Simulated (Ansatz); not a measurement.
SiC (rock salt, space group No. 225) at seven volumes, DFT-PBEsol in the program Ansatz with PAW potentials, scaled uniformly. One row is withheld.

```csv
V (Å³/atom),P (GPa)
7.464,?
7.710,18.39
7.956,8.48
8.202,0.03
8.448,-7.26
8.694,-13.02
8.940,-18.27
```

### Question
Fit the shown pressures and predict the withheld one.

### Answer
Third-order Birch–Murnaghan: P = (3/2)B₀(x^(7/2) − x^(5/2))[1 + (3/4)(B′ − 4)(x − 1)] with x = (V₀/V)^(2/3). Least squares on the six rows gives V₀ = 8.202 Å³/atom, B₀ = 258.0 GPa, B′ = 4.60. At V = 7.464, x = 1.0649 and P = 30.24 GPa. The run itself gave 29.89 GPa.

Space group Fm-3m (rock salt). This is a known high-pressure phase of the composition, computed here at zero pressure and temperature. The cell was relaxed with PBEsol under the symmetry of its start; its stability against distortions is not shown here. Its formation energy is positive at this level, so the cell may be metastable or incomplete.

Potentials: the earlier of the program's two PAW sets. The files were generated under PBE; for other functionals the program regenerates the frozen cores, and for LDA and PBEsol the local potential too.
